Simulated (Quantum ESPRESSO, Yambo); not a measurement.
For SrHI (space group P4/nmm, No. 129), Yambo gives the independent-particle static dielectric constant along x as 5.07 on PBEsol bands and 4.24 after a scissor of 1.72 eV widens every gap (4×4×2 mesh, 116 bands, 3 Ry local-field block, 0.2 eV broadening). Axes are Cartesian, with cell vectors (Å) (4.29, 0.00, 0.00), (0.00, 4.29, 0.00), (0.00, 0.00, 8.19).

Task: A scissor keeps the position matrix elements. In a one-oscillator model, how does ε − 1 scale, and what mean transition energy do the two values imply?

Result: Each transition adds |r|²/E to ε − 1, so ε − 1 ∝ 1/(E0 + Δ). Then (4.24 − 1)/(5.07 − 1) = E0/(E0 + Δ) = 0.796, and E0 = Δ(ε' − 1)/(ε − ε') = 6.7 eV. The computed Im ε, weighted by 1/E up to 20 eV, has its mean at 6.8 eV; the smallest direct PBEsol gap is 3.04 eV. The scissor comes from a G0W0 run whose convergence isn't established. Convergence of the RPA response with its 4×4×2 mesh was not tested.

Bands from Quantum ESPRESSO.

Spin-orbit coupling is not included.

Geometry relaxed with PBE+D3(BJ); primitive cell a = b = 4.2912 Å, c = 8.1904 Å, α = β = γ = 90.00°.
